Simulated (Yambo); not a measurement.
A G0W0@PBE run in Yambo for a free-standing PtS$_{2}$ bilayer (symmetry P-3m1, slab cell 25.1 Å high) (6×6×1 Γ-centred k mesh, bands 9 to 191 and a 6 Ry block in the screening, 191 bands in G with the Bruneval-Gonze terminator, plasmon pole fitted at 27.2 eV, slab-truncated Coulomb interaction, stochastic integration of W near q = 0) gives these matrix elements, in eV, at the band edges ((0, 0.167) → K):

```csv
state,E0,<Vxc>,<Σx>,<Σc(E0)>,Z
valence edge,0.000,-15.545,-17.212,1.511,0.729
conduction edge,1.137,-16.838,-13.210,-2.756,0.731
```

### Question
Solve the linearised quasiparticle equation for both states, give the gap, and say how exchange and correlation each act on it.

### Answer
E = E0 + Z(Σx + Σc − Vxc). Valence: 0.000 + 0.729 × (-17.212 + (1.511) − (-15.545)) = -0.11 eV. Conduction: 1.137 + 0.731 × (-13.210 + (-2.756) − (-16.838)) = 1.77 eV. The gap is 1.89 eV, against 1.14 eV in PBE. Replacing Vxc by bare exchange alone would open it by 5.29 eV; correlation takes back 4.27 eV of that, and Z scales what is left. Convergence of the G0W0 settings was not tested. The mesh misses a band edge: along a dense path the PBE gap is 0.78 eV against 1.14 eV on the mesh. Without spin-orbit coupling, band edges of such heavy elements can be off by tenths of an eV.

Geometry relaxed with PBE+D3(BJ); primitive cell a = 3.5594 Å, b = 3.5594 Å, c = 25.1000 Å, α = 90.00°, β = 90.00°, γ = 120.00°.
